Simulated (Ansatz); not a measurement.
# Elastic constants of Zn (P6_3/mmc), step by step

```
Zn
1.0
     2.58116    0.00000    0.00000
    -1.29058    2.23535    0.00000
     0.00000    0.00000    5.10342
Zn
2
Cartesian
  0.0000 1.4902 1.2759
  1.2906 0.7451 3.8276
```

The conventional cell has a = 2.581 Å, b = 2.581 Å, c = 5.103 Å, α = 90.00°, β = 90.00°, γ = 120.00°. Zn (atom 1) has 12 Zn at 2.58 to 2.95 Å as nearest neighbours.

Unless marked otherwise, the numbers come from r²SCAN, PAW on Ansatz 0.2.0's default frozen-core files (fitted under PBE), scalar-relativistic. k mesh 20×20×10, strains of ±0.005, Fermi-Dirac smearing of 0.050 eV, cutoff 500 eV. The cell was relaxed by PAW under this functional.

The cell is hexagonal and carries a residual pressure of -0.01 GPa at this level. Each strain component that symmetry leaves independent is applied at ±0.005 and ±0.01, the ions relax wherever a strain frees them, and the stress (tension positive, GPa) is read. Shears are engineering strains, γ = 2ε.

```tsv
strain	size	σxx	σyy	σzz	σyz	σxz	σxy
xx	-0.01	-2.5262	-0.4438	-0.3743	0.0000	0.0000	0.0000
xx	-0.005	-1.2136	-0.2033	-0.1972	0.0000	0.0000	0.0000
xx	+0.005	1.1707	0.2713	0.1885	0.0000	0.0000	0.0000
xx	+0.01	2.1785	0.5311	0.4335	0.0000	0.0000	0.0000
zz	-0.01	-0.4100	-0.4100	-0.7024	0.0000	0.0000	0.0000
zz	-0.005	-0.1726	-0.1726	-0.3769	0.0000	0.0000	0.0000
zz	+0.005	0.2070	0.2070	0.3703	0.0000	0.0000	0.0000
zz	+0.01	0.3656	0.3656	0.7686	0.0000	0.0000	0.0000
yz	-0.01	0.0176	0.0502	-0.0381	-0.4314	0.0000	0.0000
yz	-0.005	0.0265	0.0354	-0.0216	-0.2164	0.0000	0.0000
yz	+0.005	0.0265	0.0354	-0.0216	0.2164	0.0000	0.0000
yz	+0.01	0.0176	0.0502	-0.0381	0.4314	0.0000	0.0000
```

The slope is [8(σ(+δ) − σ(−δ)) − (σ(+2δ) − σ(−2δ))]/(12δ), and the program imposes the crystal's symmetry on the matrix.

**Question.** What are the independent elastic constants?

**Answer.** C11 = 239.5, C12 = 47.0, C13 = 37.8, C33 = 75.1, C44 = 43.3 GPa.

**Question.** Is the crystal stable against homogeneous strain?

**Answer.** The least eigenvalue of the 6×6 matrix is 43.3 GPa, so yes.

**Question.** What moduli does a random aggregate of grains have?

**Answer.** Voigt and Reuss bounds: B from 65.4 to 88.8 and G from 52.3 to 65.3 GPa; their means are B = 77.1 and G = 58.8 GPa. Then E = 9BG/(3B + G) = 140.7 GPa, ν = (3B − 2G)/(6B + 2G) = 0.196 and B/G = 1.31, on the brittle side of Pugh's 1.75 (a rule of thumb).

**Question.** With the density of 7.374 g/cm³, how fast does sound travel, and what Debye temperature follows?

**Answer.** 

| direction | slow (m/s) | middle (m/s) | fast (m/s) |
| --- | --- | --- | --- |
| x | 2424 | 3612 | 5699 |
| y | 2424 | 3612 | 5699 |
| z | 2424 | 2424 | 3192 |

The mean of v⁻³ over directions and branches gives v_m = 2988 m/s and θ_D = (ħ/k_B) v_m (6π²n)^(1/3) = 363 K, n being atoms per volume. Young's modulus spans 65 to 217 GPa over directions, and the universal anisotropy index is 1.60.

Caveats: frozen-core PAW files fitted under PBE, their cores solved anew for the functional of the run; responses of metals move with mesh and smearing; elastic stability says nothing of phonons or of other phases.
